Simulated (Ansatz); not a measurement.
K2GaAgF6:
```
CELL_PARAMETERS angstrom
      0.00000     4.25386     4.25386
      4.25386     0.00000     4.25386
      4.25386     4.25386     0.00000
ATOMIC_POSITIONS crystal
  K  0.25000 0.25000 0.25000
  K  0.75000 0.75000 0.75000
  Ga 0.00000 0.00000 0.00000
  Ag 0.50000 0.50000 0.50000
  F  0.22204 0.22204 0.77796
  F  0.77796 0.77796 0.22204
  F  0.77796 0.22204 0.22204
  F  0.22204 0.77796 0.77796
  F  0.22204 0.77796 0.22204
  F  0.77796 0.22204 0.77796
```

Plane-wave PAW r²SCAN (Ansatz code) gives a gap of 2.84 eV without spin–orbit coupling, maximum at X, minimum at Γ.

Q: What happens when spin–orbit coupling is switched on?

A: The gap shrinks by 0.05 eV, to 2.79 eV; maximum at X, minimum at Γ.

Q: Give the electron effective mass with spin–orbit coupling.

A: 0.49 mₑ (isotropic).

Space group Fm-3m. The first step of the workflow began from a Materials Project structure, measured or hypothetical; the Crystallography Open Database copy checked does not list it. Its standing as an ambient phase is unchecked. The r²SCAN relaxation kept the symmetry of its start; its stability against distortions is not shown here. The run is not spin-polarised.

Potentials: the later of the program's two PAW sets.
